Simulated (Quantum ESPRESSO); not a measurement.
# Moving one atom in AsSi6Ga

These are calculations, not measurements. They come from pw.x of Quantum ESPRESSO 7.5, a plane-wave density functional program, with PseudoDojo standard norm-conserving files (v0.5 for PBE, v0.4.1 for LDA and PBEsol). The cells are made up: elements, strain and atom displacements were drawn at random, and nothing was relaxed. There is no spin polarisation, spin-orbit coupling or dispersion term.

The cell has 8 sites of a zincblende or diamond lattice. Sites 1 to 4 hold As Si Si Si; sites 5 to 8 hold Si Ga Si Si. Cell vectors in Å: (5.550, -0.080, 0.031); (-0.080, 5.538, -0.074); (0.031, -0.074, 5.562). Settings: PBE, cutoff 1143 eV, 6 x 6 x 6 k mesh shifted by half a step, Fermi-Dirac smearing of 0.1 eV.

Each run shifts the Ga atom on site 6 along y and leaves all else fixed. Site 1 is one of its nearest neighbours. E is the free energy of the cell above the lowest run shown.

```
run,shift (Å),Fy on site 6 (eV/Å),Fy on site 1 (eV/Å),P (GPa),E (meV)
1,-0.1530,0.507,-0.719,0.25,10.9
2,-0.1236,0.236,-0.646,0.22,0.0
4,-0.0233,-0.707,-0.371,0.23,23.4
5,0.0217,-1.133,-0.236,0.28,64.9
6,0.0376,-1.284,-0.187,0.30,84.1
7,0.1155,-2.009,0.061,0.48,212.4
3,-0.0425,?,?,?,?
```

A rerun of one of these cells at 1437 eV and k mesh 8 x 8 x 8 moved values by no more than 0.002 eV in the cell's energy, 0.02 GPa in stress and 0.004 eV/Å in force.

## Worked fit

A parabola through the six runs shown gives Fy on site 6 = -0.928 - 9.38 u + 0.1 u² eV/Å, with u in Å and a scatter of 0.004 eV/Å. Minus the slope, 9.38 ± 0.10 eV/Å², is this atom's force constant along y at u = 0, with its periodic images moving too. The fitted force vanishes at u = -0.099 Å, where the energy should be lowest along this line. The error is the larger of the fit's own and the change that a cubic makes, rounded up.

## Withheld run

Question: what Fy on site 6 should run 3 give?

The fit gives -0.529 eV/Å. The calculation gave -0.525 eV/Å.

```
run,shift (Å),Fy on site 6 (eV/Å),Fy on site 1 (eV/Å),P (GPa),E (meV)
3,-0.0425,-0.525,-0.426,0.21,11.6
```